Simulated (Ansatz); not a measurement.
# Ru: one input, then a changed one

The structure comes from a relaxation in the same program, started in the hcp type, and has space group P6_3/mmc. Whether it is a known phase or the ground state wasn't checked.

First run: DFT, PBE, PAW with Ansatz's default frozen-core files, fully relativistic files with spin-orbit coupling (Ansatz 0.2.0).

Command: `ansatz run input.yaml --threads 1 --pin off --max-ram 2048MiB --backend cpu --events-out ev --progress --plain --runs-dir out` The run took 40 s on 1 thread of Arm Neoverse V1, with other jobs on the host, peak memory 0.59 GiB.

```yaml
crystal:
  lattice:
    - [2.7226196171, 0.0, 0.0]
    - [-1.3613098085, 2.3578577533, 0.0]
    - [0.0, 0.0, 4.288497568]
  atoms:
    - { symbol: Ru, position: [0.3333333333, 0.6666666667, 0.25] }
    - { symbol: Ru, position: [0.6666666667, 0.3333333333, 0.75] }
kpoints:
  mp_grid: { grid: [16, 16, 9] }
  band_path:
    path:
      - [0.0, 0.0, 0.0]
      - [0.5, 0.0, 0.0]
      - [0.3333333333, 0.3333333333, 0.0]
      - [0.0, 0.0, 0.0]
      - [0.0, 0.0, 0.5]
      - [0.5, 0.0, 0.5]
      - [0.3333333333, 0.3333333333, 0.5]
      - [0.0, 0.0, 0.5]
      - [0.5, 0.0, 0.5]
    npoints: 5
scf:
  occupations: { method: fermi_dirac, width: 0.05 }
hamiltonian:
  xc: pbe
  pseudopotentials: { kind: paw_fr }
output:
  forces: true
  stress: true
  eigenvalues: true
  efg: { contact_densities: true }
magnetization:
  noncollinear: true
  spin_orbit: true
```

Result: converged; pressure 0.13 GPa; no gap on the k mesh; 7 SCF iterations.

A second input differs as follows:

```diff
@@ -8,5 +8,5 @@
     - { symbol: Ru, position: [0.6666666667, 0.3333333333, 0.75] }
 kpoints:
-  mp_grid: { grid: [16, 16, 9] }
+  mp_grid: { grid: [0, 16, 9] }
   band_path:
     path:
@@ -23,4 +23,5 @@
 scf:
   occupations: { method: fermi_dirac, width: 0.05 }
+  max_iter: 80
 hamiltonian:
   xc: pbe
```

Problem. What is wrong with it, and what does the program do?

Solution. The fault is a mesh with a zero or a mesh and a spacing. The run refused before any iteration. The log ends:
```
Error: invalid value for `kpoints.mp_grid.grid`: each dimension must be in 1..=255
```
